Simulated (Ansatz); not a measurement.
Ge:
```
CELL_PARAMETERS angstrom
     -3.48261     3.48261     3.48261
      3.48261    -3.48261     3.48261
      3.48261     3.48261    -3.48261
ATOMIC_POSITIONS crystal
  Ge 0.50000 0.00000 0.79887
  Ge 0.50000 0.00000 0.20113
  Ge 0.70113 0.70113 0.70113
  Ge 0.29887 0.29887 0.29887
  Ge 0.00000 0.79887 0.50000
  Ge 0.00000 0.20113 0.50000
  Ge 0.79887 0.50000 0.00000
  Ge 0.20113 0.50000 0.00000
```

Relaxed with r²SCAN. Special points in fractions of this cell's reciprocal vectors: Γ (0.000, 0.000, 0.000); H (0.500, -0.500, 0.500); N (0.000, 0.000, 0.500); P (0.250, 0.250, 0.250).

Q: List the band energies nearest the Fermi level at these points for plane-wave PAW r²SCAN (Ansatz code).

A: In eV from the Fermi level; about four levels below and three above (degenerate sets whole), none deeper than 8.9 eV; points with the same levels are listed once.

| k | below | above |
|---|---|---|
| Γ | -3.81 -3.81 -3.81 -1.51 -1.51 -1.04 | 1.69 1.69 1.69 |
| H | -2.61 -2.61 -2.61 -1.53 | 0.20 0.20 0.20 |
| N | -2.19 -2.19 -1.34 -1.34 | 0.45 0.45 2.04 2.04 |
| P | -2.98 -2.98 -2.98 -2.98 | 2.24 2.24 2.24 2.24 |

Space group Ia-3. The first step of the workflow began from a Materials Project structure, measured or hypothetical; the Crystallography Open Database copy checked does not list it. It is not the phase usual at ambient conditions (space group No. 227). The r²SCAN relaxation kept the symmetry of its start; its stability against distortions is not shown here. Scalar-relativistic: spin–orbit coupling is off unless named, which matters more the heavier the elements.

Potentials: the earlier of the program's two PAW sets. The files were generated under PBE; for other functionals the program regenerates the frozen cores, and for LDA and PBEsol the local potential too.
